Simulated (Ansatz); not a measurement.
## Y3CoNi in Ansatz, settings compared

Run with:

```bash
ansatz run input.yaml --threads 1 --pin off --max-ram 2560MiB --backend cpu --events-out ev --progress --plain --runs-dir out
```

The input file (Ansatz 0.2.0, plane waves):

```yaml
crystal:
  lattice:
    - [0.0, 3.710972, 0.0]
    - [6.526182, -1.855486, 0.0]
    - [3.034307, 0.0, -8.772966]
  atoms:
    - { symbol: "Y", position: [0.36691, 0.73382, 0.99913] }
    - { symbol: "Y", position: [0.63309, 0.26618, 0.00087] }
    - { symbol: "Y", position: [0.36179, 0.72358, 0.37397] }
    - { symbol: "Y", position: [0.63821, 0.27642, 0.62603] }
    - { symbol: "Y", position: [0.10373, 0.20746, 0.3227] }
    - { symbol: "Y", position: [0.89627, 0.79254, 0.6773] }
    - { symbol: Ni, position: [0.0354, 0.0708, 0.8575] }
    - { symbol: Ni, position: [0.9646, 0.9292, 0.1425] }
    - { symbol: Co, position: [0.2378, 0.4756, 0.7629] }
    - { symbol: Co, position: [0.7622, 0.5244, 0.2371] }
  symmetry: { tolerance: 0.0003 }
kpoints:
  mp_grid: { grid: [5, 5, 2], shift: [0, 0, 0] }
magnetization:
  spin_polarized: false
scf:
  occupations: { method: fermi_dirac, width: 0.0196 }
hamiltonian:
  pseudopotentials: { kind: paw }
  xc: pbe
basis:
  ecutwfc: 420
output:
  forces: true
  stress: true
  eigenvalues: true
  write_density: true
  write_potential: true
  elf: true
  volumetric_format: npy
```

Origin of the cell: a known structure type with other elements, at an estimated volume, so it need not be a known compound.

Output of this run (shortened):

```
Pseudopotentials: kind: paw
Pseudopotential: Y, paw, valence charge 11, recommended cutoff 420 eV (normal), Y.paw.azcp
Pseudopotential: Ni, paw, valence charge 18, recommended cutoff 420 eV (normal), Ni.paw.azcp
Pseudopotential: Co, paw, valence charge 17, recommended cutoff 420 eV (normal), Co.paw.azcp
Functional definition: PBE
  exchange = pbe_x(kappa = kappa, mu = beta*pi^2/3)
  correlation = pbe_c(beta = beta)
Crystal: 10 atoms, lattice volume = 212.468 Å³
Basis set: ecut = 420 eV, 4135 PW (Γ), exchange–correlation on 50×96×128 points (8 copies of the dense FFT grid, shifted against one another)
Bands: 82, of which v1, the nominal top of the filled ones, is band 68 counted from 1 (67 counted from 0)
Symmetry: 4 space group operations
Space group: C2/m (ITA 12), of the structure as read, at distance tolerance 1.8e-3 Å
[… 7 lines left out …]
Initial density: superposition of atomic densities (neutral atoms: chi_scale 0, normalization atom), corrected by the library's trained network
Functional: x = pbe(κ = 0.804, μ = 0.219515), c = pbe(β = 0.066725)
SCF iter   1: F=—  HF=-45026.243379 eV  Δρ=8.56e-3  dr2=2.39e-1  defer=2
SCF iter   2: F=—  HF=-45026.233960 eV  Δρ=2.90e-3  dr2=5.29e-2  defer=36
SCF iter   3: F=—  HF=-45026.229561 eV  Δρ=1.26e-3  dr2=4.35e-3  defer=79
SCF iter   4: F=—  HF=-45026.229172 eV  Δρ=3.84e-4  dr2=4.95e-4  defer=79
SCF iter   5: F=—  HF=-45026.229131 eV  Δρ=2.18e-4  dr2=1.03e-4  defer=79
SCF iter   6: F=—  HF=-45026.229119 eV  Δρ=7.58e-5  dr2=1.23e-5  defer=79
SCF iter   7: F=—  HF=-45026.229076 eV  Δρ=1.60e-5  dr2=3.09e-7  defer=79
SCF iter   8: F=-45026.229076 eV  HF=-45026.229076 eV  Δρ=5.98e-6  dr2=8.27e-8
SCF 1 converged in 8 iterations: F = -45026.229076 eV  dr2 = 8.27e-8
SCF converged after 8 iterations
Free energy (F): -45026.229076 eV
Harris-Foulkes:  -45026.229076 eV  (|F-HF|=4.92e-8)
Internal energy: -45026.213207 eV  (E = F + TS)
E sigma→0 (E₀):  -45026.221141 eV
Entropy (-TS):   -0.015869 eV (-1.587 meV/atom)
Fermi energy:    12.620877 eV
--- Per-component energies (eV) ---
  E_band       = -1935.006084
  E_kinetic    = 3332.132762
  E_local      = -22589.986822  (includes V_loc(G=0)·N_el)
  E_nonlocal   = 2488.971114
  E_hartree    = 9520.026025
  E_xc         = -1533.470971
  E_vxc        = -1831.227417  (∫ρ·V_xc dr)
  E_paw        = -23255.756158  (= ΣΔE_a)
  E_vpaw       = -2374.974748  (= ΣTr[D̂ρ^β])
  E_aug_tail   = 0.001220  (compensation charges beyond the density's cutoff)
  E_ewald      = -12988.130378
  E_smearing   = -0.015869  (= −TS)
  Σ components = -45026.229076   (vs F -45026.229076, Δ=0.00e0)
--- Forces (eV/Å), atoms counted from 1 ---
  atom   1  Y     -0.330747     0.000000    -0.048911
  atom   2  Y      0.330747     0.000000     0.048911
  atom   3  Y     -0.204306     0.000000    -0.124808
[… 2 lines left out …]
  atom   6  Y     -0.179190     0.000000    -0.046882
  atom   7  Ni    -0.121483     0.000000     0.043791
  atom   8  Ni     0.121483     0.000000    -0.043791
  atom   9  Co     0.092901     0.000000     0.074301
  atom  10  Co    -0.092901     0.000000    -0.074301
  max |Σ_I F_I| component: 1.39e-17 eV/Å
--- Stress (GPa, compression-positive) ---
        4.010646       0.000000       0.238405
        0.000000       3.763096      -0.000000
        0.238404      -0.000000       4.247165
  P = ⅓ Tr σ = 4.0070 GPa (40.070 kbar)
```

The same input was run again with these changes:

1. `hamiltonian.hubbard` default → { sites: [{ species: Ni, l: d, u_eff: 3.0 }], double_counting: amf }; `scf.n_extra_bands` default → 4
2. `basis.xc_grid` default → 1; `basis.ecutrho_ratio` default → 6; `scf.eigensolver.kind` default → davidson; `basis.precision` default → f64
3. `scf.lower_state_search` default → "off"; `hamiltonian.xc` pbe → r2scan
4. `kpoints.mp_grid.grid` [5, 5, 2] → [2, 2, 1]

```
 run        end  SCF iterations  P (GPa)  max force component (eV/Å)  moment (μB)  ΔE(σ→0) (meV/atom)
base  converged               8     4.01                       0.331            –                   0
   1  converged              15     4.00                       0.329            –                   –
   2  converged               9     4.01                       0.331            –                0.00
   3  converged              15     3.43                       0.261            –                   –
   4  converged              10     2.81                       0.447            –              -27.00
```

Energies are compared only where functional, datasets, charge and starting cell are the same.

Not properties of the system: run 4 (too coarse or loose: `kpoints.mp_grid.grid` = [2, 2, 1]).

Caveats of the base run: no spin polarisation, so a magnetic state may lie lower; the k mesh is coarse if the cell is a metal.

Run 3: the cutoff lies below the datasets' advice.

The base run took 27 s on 1 thread of Arm Neoverse V1 (shared host), peak memory 0.59 GiB, from the program's own first density.
